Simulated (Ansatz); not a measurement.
SnTe:
```xyz
2
Lattice="0.0000 3.1879 3.1879 3.1879 0.0000 3.1879 3.1879 3.1879 0.0000" Properties=species:S:1:pos:R:3 pbc="T T T"
Sn     0.0000     0.0000     0.0000
Te     3.1879     3.1879     3.1879
```

Relaxed with r²SCAN.

**Question.** Give the Bader charges and basin volumes of the independent atoms, r²SCAN (plane waves, PAW; program Ansatz).

**Answer.** 

```csv
atom,Bader charge (e),Bader volume (Å³)
Sn1,+0.70,26.3
Te2,-0.70,38.5
```

Space group Fm-3m (rock salt). Symmetry was held in the r²SCAN relaxation. At this level the phase is dynamically unstable (imaginary phonons). Scalar-relativistic: spin–orbit coupling is off unless named, which matters more the heavier the elements.

Potentials: the earlier of the program's two PAW sets.
